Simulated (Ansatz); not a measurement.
Ta2Se (space group P4/nmm)

```xyz
6
Lattice="3.3666 0.0000 0.0000 0.0000 3.3666 0.0000 0.0000 0.0000 10.0006" Properties=species:S:1:pos:R:3 pbc="T T T"
Ta     1.6833     0.0000     7.6103
Ta     0.0000     1.6833     2.3903
Ta     0.0000     1.6833     9.2387
Ta     1.6833     0.0000     0.7619
Se     0.0000     1.6833     6.4004
Se     1.6833     0.0000     3.6002
```

This relaxed cell (volume V₀) is scaled evenly in all directions, its shape held. The atoms relax within the cell's symmetry.

All values below come from r2SCAN+rVV10 (plane waves to 500 eV, PAW, scalar-relativistic; Ansatz, a first-principles code). k mesh 14×14×5 (Γ-centred), Fermi-Dirac smearing 0.05 eV. The energy includes the smearing's −TS. Compression counts positive. With the shape held, the modulus is that of even scaling; a crystal free to change shape is softer. At this level the bands of Ta2Se touch or barely overlap. Spin-orbit coupling is left out, though Ta is heavy. Ta2Se is run without spin polarisation. Ta2Se was relaxed with its symmetry unable to fall. The zero of ΔE is the relaxed starting cell. The last digit holds for this mesh only.

```csv
V (Å³/atom),ΔE (meV/atom)
17.003,78.3
17.380,47.5
17.758,withheld
18.136,10.7
18.514,2.6
18.892,0.0
19.270,2.4
19.647,9.1
20.025,19.5
20.403,33.4
20.781,50.2
```

Task: Fit a third-order Birch-Murnaghan form (E₀, V₀, B₀, B₀′ free) to the given rows and predict ΔE at V = 17.758.

Result: Least squares on the 10 given rows: ΔE = E₀ + (9V₀B₀/16)·y²·[2 + (B₀′ − 4)y], y = (V₀/V)^(2/3) − 1, with V₀ = 18.889 Å³/atom, B₀ = 105.2 GPa (160.2 GPa = 1 eV/Å³; the term in eV is multiplied by 1000), B₀′ = 5.76, E₀ = -0.05 meV/atom; root-mean-square residual 0.08 meV/atom. At 17.758 the fit gives 25.5 meV/atom; the calculation gives 25.4 meV/atom, so the interpolation is off by 0.1 (+0.4 %). For the pressure the fit gives 7.8 GPa against the computed 7.7 GPa.

(A scan under strain: stresses follow from slopes of the energy per volume, elastic moduli from its curvatures.)
